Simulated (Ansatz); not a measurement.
SrMoO3 (cubic perovskite)

```xyz
5
Lattice="3.9172 0.0000 0.0000 0.0000 3.9172 0.0000 0.0000 0.0000 3.9172" Properties=species:S:1:pos:R:3 pbc="T T T"
Sr     1.9586     1.9586     1.9586
Mo     0.0000     0.0000     0.0000
O      1.9586     0.0000     0.0000
O      0.0000     1.9586     0.0000
O      0.0000     0.0000     1.9586
```

The slice is a {100} plane (indices of the conventional cell) through the point (0.000, 0.500, 0.000) (fractional), spanned by u = [100] and v = [010] in vectors of this cell: u (3.92 Å) and v (3.92 Å, at 90° to u). It covers one period; positions are fractions (u, v).

Level of theory: LDA (plane waves to 420 eV, PAW, scalar-relativistic; Ansatz, a program for electronic structure). k mesh 12×12×12. Inside the PAW spheres the values are not all-electron values, and peaks at nuclei hang on which shells count as valence. SrMoO3 is run without spin polarisation and with no Hubbard U. SrMoO3 was relaxed with its symmetry unable to fall.

**Question.** What is the ELF at the density minimum of the shortest Mo–O line in this plane (1.96 Å)?

**Answer.** 0.2.

**Question.** What is the valence density on the shortest Mo–O line in this plane (1.96 Å), at its minimum between the atoms?

**Answer.** 0.86 e/Å³.

**Question.** Sketch the electrostatic potential energy of an electron, from the cell's mean on this plane as a map.

**Answer.** 
| v \ u | 0.00 | 0.12 | 0.25 | 0.38 | 0.50 | 0.62 | 0.75 | 0.88 |
|---|---|---|---|---|---|---|---|---|
| 0.88 | x | x | 11.4 | 11.6 | 11.3 | 11.6 | 11.4 | x |
| 0.75 | <3.0 | <3.0 | 8.9 | 11.4 | 11.2 | 11.4 | 8.9 | <3.0 |
| 0.62 | x | x | <3.0 | x | x | x | <3.0 | x |
| 0.50 | x | x | <3.0 | x | x | x | <3.0 | x |
| 0.38 | x | x | <3.0 | x | x | x | <3.0 | x |
| 0.25 | <3.0 | <3.0 | 8.9 | 11.4 | 11.2 | 11.4 | 8.9 | <3.0 |
| 0.12 | x | x | 11.4 | 11.6 | 11.3 | 11.6 | 11.4 | x |
| 0.00 | x | x | 11.2 | 11.3 | 10.6 | 11.3 | 11.2 | x |

Values: electrostatic potential energy of an electron, from the cell's mean, in eV. Points within 0.8 Å of a nucleus are blanked (x), as the pseudised field means little there. Values under 3 eV are set to 3. The zero, the cell's mean, hangs on the PAW cores.
